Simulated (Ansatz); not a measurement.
Ni3Pt2 (R-3m) at 2 levels of theory

One geometry, relaxed with PBE; plane waves with PAW potentials in Ansatz, scalar-relativistic. Collinear spin, ending at 2.7 μB a primitive cell. Gaps are the least over mesh and band path; pressure is positive in compression.

```cif
data_structure
_symmetry_space_group_name_H-M 'P 1'
_symmetry_Int_Tables_number 1
_cell_length_a 10.6230
_cell_length_b 10.6230
_cell_length_c 10.6230
_cell_angle_alpha 14.534
_cell_angle_beta 14.534
_cell_angle_gamma 14.534
_cell_volume 65.73
loop_
_atom_site_label
_atom_site_type_symbol
_atom_site_fract_x
_atom_site_fract_y
_atom_site_fract_z
_atom_site_occupancy
Ni1 Ni 0.30315 0.30315 0.30315 1
Ni2 Ni 0.50000 0.50000 0.50000 1
Ni3 Ni 0.69685 0.69685 0.69685 1
Pt1 Pt 0.90133 0.90133 0.90133 1
Pt2 Pt 0.09867 0.09867 0.09867 1
```

```tsv
level	cutoff (eV)	k mesh	gap (eV)	pressure (GPa)	largest moment (μB)
PBE	420	18×18×18	0	0.0	0.80
```

Problem. What comes out on the same cell with r2SCAN?

Solution.
```json
{"level": "r2SCAN", "cutoff (eV)": "500", "k mesh": "18×18×18", "gap (eV)": "0", "pressure (GPa)": "-4.5", "largest moment (μB)": "1.04"}
```

The state reached may not be the lowest one. Spin-orbit coupling matters for the bands of heavy elements and is left out.

The structure comes from a generated guess; another structure or a mixture of phases may lie lower.
